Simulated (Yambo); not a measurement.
Yambo run on CuI (space group P4/nmm, No. 129). The wavefunctions are norm-conserving PBEsol (Quantum ESPRESSO, 92 Ry, without SOC) ones on a 4×4×2 mesh (26 occupied bands); a = b = 4.0154 Å, c = 6.2140 Å, α = β = γ = 90.00°.

Yambo input:

```
rim_cut
gw0
dyson
el_el_corr
HF_and_locXC
ppa
em1d
RandQpts= 1000000
RandGvec= 1 Ry
EXXRLvcs= 92 Ry
VXCRLvcs= 368 Ry
Chimod= "HARTREE"
% BndsRnXp
 9 | 97 |
%
NGsBlkXp= 8 Ry
% LongDrXp
 1.0 | 1.0 | 1.0 |
%
PPAPntXp= 27.2114 eV
% GbndRnge
 1 | 208 |
%
GTermKind= "BG"
DysSolver= "n"
ExtendOut
% QPkrange
 1 | 1 | 26 | 27 |
%
```

k points by index: 1 = Γ.

The o-*.qp file then holds:

```
#    K-point    Band    Eo [eV]    E [eV]    E-Eo [eV]    Vxc [eV]    Vnlxc [eV]    Sc|Eo [eV]    Sc|E [eV]    dSc/dw|Eo [eV]    Re(Z)    Im(Z)
#
    1    26    0.000000    -0.540384    -0.540384    -21.57571    -26.19215    3.906668    4.076056    -8.527287    0.761395    -0.001610
    1    27    1.389270    1.885982    0.496712    -10.22898    -6.034648    -3.584316    -3.697621    -6.205738    0.814292    -0.001335
```
(The two width columns are left out.) Convergence of these settings isn't established.

Geometry relaxed with PBE+D3(BJ).

This is not the ordinary phase of the substance; no match was found in the copy of COD used, and its stability was not checked.
